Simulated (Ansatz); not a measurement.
AlPd in space group Cmcm (No. 63; Al on 4c, Pd on 4c), PBE in the plane-wave PAW code Ansatz, all energies at zero smearing, with the estimated change up to a 700 eV cutoff added, with one set of potentials and settings (totals compare only within such a set). Cell of 4 atoms (2 Al, 2 Pd): -15023.686 eV.

```json
[
 {"element": "Al", "reference phase": "Fm-3m, 1 atoms in the cell", "E (eV/atom)": "-537.5055"},
 {"element": "Pd", "reference phase": "Fm-3m, 1 atoms in the cell", "E (eV/atom)": "-6972.9107"}
]
```

Formation energy per atom, worked out: (-15023.686 − 2×(-537.5055) − 2×(-6972.9107))/4 = -0.713 eV/atom (-69 kJ per mol of atoms), at 0 K, without zero-point energy or fitted corrections.

The start of the workflow was typed in or built on a structure type; neither database checked (COD, Materials Project) lists it. Whether it is the stable phase at ambient conditions was not checked. Symmetry was held in the PBE relaxation; whether a distortion lowers the energy is not shown. No spin polarisation was allowed. The references are the lowest solids computed at this level, not always the standard phases.

Potentials: the earlier of the program's two PAW sets.
